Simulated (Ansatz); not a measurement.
AlAs:
```cif
data_Al2As2
_chemical_formula_sum 'Al2 As2'
_space_group_name_H-M_alt 'P63mc'
_space_group_IT_number 186
_space_group_name_Hall 'P 6c -2c'
_cell_length_a 4.00387
_cell_length_b 4.00387
_cell_length_c 6.57922
_cell_angle_alpha 90.000
_cell_angle_beta 90.000
_cell_angle_gamma 120.000
loop_
_atom_site_label
_atom_site_type_symbol
_atom_site_symmetry_multiplicity
_atom_site_Wyckoff_symbol
_atom_site_fract_x
_atom_site_fract_y
_atom_site_fract_z
_atom_site_occupancy
Al1 Al 2 b 0.33333 0.66667 0.00073 1
As1 As 2 b 0.33333 0.66667 0.37527 1
```

Relaxed with PBEsol.

Problem. Tabulate the valence density and the electron localisation function along the shortest Al–As contact (2.45 Å), plane-wave PAW PBEsol (Ansatz code).

Solution. 

```
distance from Al (Å)  density (e/Å³)   ELF
--------------------  --------------  ----
0.25                            0.07  0.07
0.37                            0.08  0.00
0.49                            0.11  0.05
0.61                            0.18  0.37
0.74                            0.25  0.76
0.86                            0.32  0.89
0.98                            0.37  0.92
1.10                            0.42  0.92
1.23                            0.47  0.90
1.35                            0.55  0.86
1.47                            0.66  0.80
1.60                            0.87  0.74
1.72                            1.42  0.66
1.84                            2.93  0.53
1.96                            6.48  0.35
2.09                           13.03  0.20
2.21                           21.98  0.15
```

The density is the valence pseudo-density with augmentation charge, so density and ELF within about 1 Å of a nucleus are not all-electron values.

Space group P6_3mc (wurtzite). The workflow started from a Materials Project entry (that database holds measured and hypothetical structures alike); the Crystallography Open Database copy checked does not list it. It is not the phase usual at ambient conditions (space group No. 216). The PBEsol relaxation kept the symmetry of its start; whether a distortion lowers the energy is not shown.

Potentials: the later of the program's two PAW sets.
